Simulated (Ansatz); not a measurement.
Computed properties of Nb2InC

Nb2InC:
```xyz
8
Lattice="3.1793 0.0000 0.0000 -1.5896 2.7533 0.0000 0.0000 0.0000 14.4544" Properties=species:S:1:pos:R:3 pbc="T T T"
Nb     1.5896     0.9178    13.2606
Nb     0.0000     1.8355     1.1938
Nb     0.0000     1.8355     6.0334
Nb     1.5896     0.9178     8.4210
In     1.5896     0.9178     3.6136
In     0.0000     1.8355    10.8408
C      0.0000     0.0000     0.0000
C      0.0000     0.0000     7.2272
```

Space group P6_3/mmc (No. 194); conventional cell a = b = 3.179 Å, c = 14.454 Å, α = β = 90.00°, γ = 120.00°.

Method: plane-wave PAW r²SCAN (Ansatz code). Structure relaxed to zero pressure with the same functional. Other levels are named where they apply.

**Cell and energy**

* **Volume per atom**: 15.82 Å³
* **Density**: 8.21 g/cm³
* **Formation energy from the elements (no fitted shifts)**: -0.53 eV/atom

**Electronic structure**

- Electronic character: metallic (no gap)
- Density of states at the Fermi level: 0.42 states/eV per atom (mean over ±0.08 eV)
- Gap with spin–orbit coupling: none (metallic)

**Mechanics**

Bulk modulus (Birch–Murnaghan fit): 169 GPa
Pressure derivative B′: 4.9
Elastic constants (relaxed ions, GPa): C11 = 299, C12 = 81.3, C13 = 118, C33 = 284, C44 = 111
Mechanical stability: stable (all eigenvalues of C positive)
Hill bulk and shear moduli: 168 and 103 GPa
Young's modulus: 256 GPa
Poisson's ratio: 0.25
Debye temperature from the elastic constants: 466 K

**Phonons**

- Highest zone-centre frequency: 624 cm⁻¹
- Zone-centre stability: no imaginary mode at Γ

**Charges**

Bader charges: Nb +1.21, In -0.54, C -1.89 e

The first step of the workflow began from a Materials Project structure, measured or hypothetical; the Crystallography Open Database copy checked does not list it. Whether it is the stable phase at ambient conditions was not checked. The r²SCAN relaxation kept the symmetry of its start. The run is not spin-polarised. As this level gives no gap, shear constants depend on the k-mesh and smearing (Fermi–Dirac, 0.1 eV here). As this level gives no gap, phonon frequencies hold no LO–TO term and depend on the k-mesh and smearing (Fermi–Dirac, 0.1 eV here). The references are the lowest solids computed at this level, not always the standard phases. Spin–orbit coupling is left out wherever it is not named.

Potentials: the later of the program's two PAW sets.
